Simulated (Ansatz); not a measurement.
An elastic tensor (GPa, Voigt order, standard axes) from LDA in the plane-wave PAW code Ansatz:

```
 226   174   174   0.0   0.0   0.0
 174   226   174   0.0   0.0   0.0
 174   174   226   0.0   0.0   0.0
 0.0   0.0   0.0  82.0   0.0   0.0
 0.0   0.0   0.0   0.0  82.0   0.0
 0.0   0.0   0.0   0.0   0.0  82.0
```

Problem. Pick the material that matches.
A) InPd3, Cu3Au type
B) ZrC, rock salt
C) ScF3, ReO3 type
D) SnPt3, Cu3Au type

Solution. A, InPd3, Cu3Au type

Space group Pm-3m (Cu3Au type). The workflow started from a Materials Project entry (that database holds measured and hypothetical structures alike); the Crystallography Open Database copy checked does not list it. With In and Pd taken as one species the cell has the higher symmetry Fm-3m, so it may be an ordered model of a mixed-site phase. Its standing as an ambient phase is unchecked. Symmetry was held in the LDA relaxation; of distortions, only those at the zone centre were tested. No spin polarisation was allowed. As this level gives no gap, shear constants depend on the k-mesh and smearing (Fermi–Dirac, 0.1 eV here).

Potentials: the later of the program's two PAW sets.
